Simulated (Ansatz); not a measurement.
Ti (hcp, Mg type)

```cif
data_Ti2
_chemical_formula_sum 'Ti2'
_space_group_name_H-M_alt 'P63/mmc'
_space_group_IT_number 194
_space_group_name_Hall '-P 6c 2c'
_cell_length_a 2.93885
_cell_length_b 2.93885
_cell_length_c 4.64996
_cell_angle_alpha 90.000
_cell_angle_beta 90.000
_cell_angle_gamma 120.000
loop_
_atom_site_label
_atom_site_type_symbol
_atom_site_symmetry_multiplicity
_atom_site_Wyckoff_symbol
_atom_site_fract_x
_atom_site_fract_y
_atom_site_fract_z
_atom_site_occupancy
Ti1 Ti 2 d 0.66667 0.33333 0.25000 1
```

Two coordinates are scanned: the volume, and the ratio of the stretch along z (the conventional c axis) to the stretch across it. Atoms keep their fractional coordinates.

Calculation: PBE (plane waves to 420 eV, PAW, scalar-relativistic; Ansatz, a program for electronic structure). k mesh 18×18×10 (Γ-centred), Fermi-Dirac smearing 0.05 eV. Stress and pressure are positive under compression. With partly filled bands, the response to shear is sensitive to the k mesh, so small differences along c/a are uncertain. The PAW data are Ansatz's earlier set. Ti is run without spin polarisation. Ti was relaxed with its symmetry unable to fall. 

```json
[
 {"σzz (GPa)": "(c/a)/(c/a)₀ = 0.880", "V/V₀ = 0.960": "14.1", "V/V₀ = 0.980": "11.2", "V/V₀ = 1.000": "8.6", "V/V₀ = 1.020": "6.2", "V/V₀ = 1.040": "?"},
 {"σzz (GPa)": "(c/a)/(c/a)₀ = 0.940", "V/V₀ = 0.960": "10.0", "V/V₀ = 0.980": "7.2", "V/V₀ = 1.000": "4.7", "V/V₀ = 1.020": "2.3", "V/V₀ = 1.040": "0.2"},
 {"σzz (GPa)": "(c/a)/(c/a)₀ = 1.000", "V/V₀ = 0.960": "5.0", "V/V₀ = 0.980": "2.4", "V/V₀ = 1.000": "0.0", "V/V₀ = 1.020": "-2.2", "V/V₀ = 1.040": "-4.2"},
 {"σzz (GPa)": "(c/a)/(c/a)₀ = 1.060", "V/V₀ = 0.960": "0.5", "V/V₀ = 0.980": "-1.9", "V/V₀ = 1.000": "-4.2", "V/V₀ = 1.020": "-6.2", "V/V₀ = 1.040": "-8.0"},
 {"σzz (GPa)": "(c/a)/(c/a)₀ = 1.120", "V/V₀ = 0.960": "?", "V/V₀ = 0.980": "-5.6", "V/V₀ = 1.000": "-7.7", "V/V₀ = 1.020": "-9.6", "V/V₀ = 1.040": "-11.3"}
]
```

**Question.** Fill in the missing entries.

**Answer.** 
- (c/a)/(c/a)₀ = 0.880, V/V₀ = 1.040: 3.9
- (c/a)/(c/a)₀ = 1.120, V/V₀ = 0.960: -3.2

(A scan under strain: stresses follow from slopes of the energy per volume, elastic moduli from its curvatures.)
